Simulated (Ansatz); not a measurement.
YOF (space group R-3m)

```xyz
6
Lattice="1.8871 1.0895 6.2728 -1.8871 1.0895 6.2728 0.0000 -2.1790 6.2728" Properties=species:S:1:pos:R:3 pbc="T T T"
Y      0.0000     0.0000    13.9493
Y      0.0000     0.0000     4.8691
O      0.0000     0.0000    11.6961
O      0.0000     0.0000     7.1223
F      0.0000     0.0000     2.4492
F      0.0000     0.0000    16.3692
```

The slice is a (0001) plane (indices of the conventional cell) through the point (0.130, 0.130, 0.130) (fractional), spanned by u = [1 0 -1] and v = [-1 2 -1] in vectors of this cell: u (3.77 Å) and v (6.54 Å, at 90° to u). It covers one period; positions are fractions (u, v).

Method: PBEsol (plane waves to 420 eV, PAW, scalar-relativistic; Ansatz, a program for electronic structure). k mesh 10×10×10. These are valence fields of a PAW run, semicore shells included where kept as valence: close to a nucleus they are smooth pseudo fields. YOF is run without spin polarisation. YOF was relaxed with its symmetry unable to fall.

Three fields on this plane, each scaled to ten steps between its own extremes (0 low, 9 high; the total valence density on a logarithmic scale, the potential cut 8 eV below its top; x marks points blanked near nuclei; v = 0 in the bottom row):

Map A
```
|xxxxx654323456xxxx|
|xxxx65320002356xxx|
|xxxx64200000246xxx|
|xx775300000003577x|
|888752000000025788|
|998752000000025789|
|998753000000035789|
|998764200000246789|
|999875421112457899|
|999887654445678899|
|999988766666788999|
|99999887xxx7889999|
|999998xxxxxxx89999|
|888998xxxxxxx89988|
|77788xxxxxxxxx8877|
|55677xxxxxxxxx7765|
|23456xxxxxxxxx6543|
|002356xxxxxxx65320|
|000246xxxxxxx64200|
|00003577xxx7753000|
|000025788888752000|
|000025789998752000|
|000035789998753000|
|000246789998764200|
|112457899999875421|
|445678899999887654|
|666788999999988766|
|xx788999999999887x|
|xxxx89999999998xxx|
|xxxx89988888998xxx|
|xxxxx887777788xxxx|
|xxxxx776555677xxxx|
```

Map B
```
|xxxxx400000004xxxx|
|xxxx81000100018xxx|
|xxxx40012221004xxx|
|xx951002444200159x|
|764100134543100146|
|211000134543100011|
|000000023432000000|
|000000011211000000|
|000000000000000000|
|110000000000000001|
|110000134443100001|
|00000369xxx9630000|
|000026xxxxxxx62000|
|000049xxxxxxx94000|
|00015xxxxxxxxx5100|
|00015xxxxxxxxx5100|
|00004xxxxxxxxx4000|
|100018xxxxxxx81000|
|221004xxxxxxx40012|
|44200159xxx9510024|
|543100146764100134|
|543100011211000134|
|432000000000000023|
|211000000000000011|
|000000000000000000|
|000000001110000000|
|443100001110000134|
|xx963000000000369x|
|xxxx62000000026xxx|
|xxxx94000000049xxx|
|xxxxx510000015xxxx|
|xxxxx510000015xxxx|
```

Map C
```
|xxxxx743333347xxxx|
|xxxx96555555569xxx|
|xxxx75567776557xxx|
|xx975567898765579x|
|766444689998644466|
|433224689998642233|
|111113578887531111|
|000002457775420000|
|000001345554310000|
|000001345554310000|
|000012467776421000|
|00012479xxx9742100|
|000147xxxxxxx74100|
|001258xxxxxxx85210|
|00136xxxxxxxxx6310|
|11247xxxxxxxxx7421|
|33347xxxxxxxxx7433|
|555569xxxxxxx96555|
|776557xxxxxxx75567|
|98765579xxx9755678|
|998644466766444689|
|998642233433224689|
|887531111111113578|
|775420000000002457|
|554310000000001345|
|554310000000001345|
|776421000000012467|
|xx974210000012479x|
|xxxx74100000147xxx|
|xxxx85210001258xxx|
|xxxxx631000136xxxx|
|xxxxx742111247xxxx|
```

Q: Assign the maps to these fields: electron localisation function (ELF); valence electron density; electrostatic potential energy of an electron, from the cell's mean.

A: A is the electrostatic potential energy of an electron, from the cell's mean; B is the electron localisation function (ELF); C is the valence electron density.
